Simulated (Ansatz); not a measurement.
Ti (hcp type), DFT, PBEsol, PAW with Ansatz's default frozen-core files, scalar-relativistic (Ansatz 0.2.0), on 1 thread of Arm Neoverse V2 (shared host).

Command: `ansatz run input.yaml --threads 1 --pin off --max-ram 2048MiB --backend cpu --events-out ev --progress --plain --runs-dir out`

```yaml
crystal:
  lattice:
    - [2.7811548042, 0.0, 0.0]
    - [-1.3905774021, 2.4085507123, 0.0]
    - [0.0, 0.0, 4.3957199461]
  atoms:
    - { symbol: Ti, position: [0.3333333333, 0.6666666667, 0.25] }
    - { symbol: Ti, position: [0.6666666667, 0.3333333333, 0.75] }
kpoints:
  mp_grid: { grid: [15, 15, 8] }
scf:
  occupations: { method: fermi_dirac, width: 0.05 }
hamiltonian:
  xc: pbesol
  pseudopotentials: { kind: paw }
output:
  forces: true
  stress: true
  write_density: true
  write_potential: true
  elf: true
  volumetric_format: npy
relax:
  f_tol: 0.005
  max_steps: 30
  cell: { stress_tol: 0.06, fix: [volume] }
```

(1) How large is the problem that the program sets up?

(2) About how long does it take?

Results:

(1) 135 irreducible k-points, 579 plane waves at Γ, 16 bands.

(2) 12 s of wall time for 25 SCF iterations over 3 geometries. Times on shared machines scatter by tens of per cent.
